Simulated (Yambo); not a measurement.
G0W0@LDA for Mg2Si (space group Fm-3m, No. 225) in Yambo. Reference settings: 4×4×4 Γ-centred k mesh, bands 9 to 143 and a 10 Ry block in the screening, 143 bands in G with the Bruneval-Gonze terminator, plasmon pole fitted at 27.2 eV. The LDA gap Γ → X on this mesh is 0.12 eV; G0W0 gaps are taken between the same points.

The settings were changed. The gap went from 0.71 eV to 0.55 eV, and the shift of the valence edge from -0.57 eV to -0.07 eV.

Question: What was changed between the two runs?
(A) 31 bands in W, 31 bands in G, 2 Ry block
(B) 51 bands in W, 51 bands in G, 2 Ry block
(C) 31 bands in W, 31 bands in G, 4 Ry block
(D) 2×2×2 mesh

Answer: C, 31 bands in W, 31 bands in G, 4 Ry block. The others gave (gap, valence shift): 2×2×2 mesh: 0.93, -0.69 eV; 31 bands in W, 31 bands in G, 2 Ry block: 0.41, 0.07 eV; 51 bands in W, 51 bands in G, 2 Ry block: 0.38, -0.07 eV.

Geometry relaxed with LDA; primitive cell a = b = c = 4.4259 Å, α = β = γ = 60.00°.

A shift is the quasiparticle energy of the state minus its LDA energy.
